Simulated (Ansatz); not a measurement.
LaBiS2O with scf.max_iter changed

All numbers are calculated (PBEsol, no spin polarisation, no spin-orbit coupling; Ansatz, PAW set soft_2, 420 eV, k-mesh 6×6×2), not measured. These are the settings of the reference run.

Cell:

```yaml
crystal:
  lattice:
    - [4.00283, 0.00000, 0.00000]
    - [0.00000, 4.00283, 0.00000]
    - [0.00000, 0.00000, 13.92045]
  atoms:
    - { symbol: Bi, position: [0.00000, 0.50000, 0.87008] }
    - { symbol: Bi, position: [0.50000, 0.00000, 0.12992] }
    - { symbol: La, position: [0.50000, 0.00000, 0.58943] }
    - { symbol: La, position: [0.00000, 0.50000, 0.41057] }
    - { symbol: O, position: [0.00000, 0.00000, 0.50000] }
    - { symbol: O, position: [0.50000, 0.50000, 0.50000] }
    - { symbol: S, position: [0.50000, 0.00000, 0.89397] }
    - { symbol: S, position: [0.00000, 0.50000, 0.10603] }
    - { symbol: S, position: [0.00000, 0.50000, 0.69048] }
    - { symbol: S, position: [0.50000, 0.00000, 0.30952] }
```

The reference run of this cell is solved again as a single point with these keys changed:

| key | reference run | changed run |
| --- | --- | --- |
| scf.max_iter | not typed | 1 |

Problem. How far do the results move?

Solution. It doesn't converge (1 iterations).
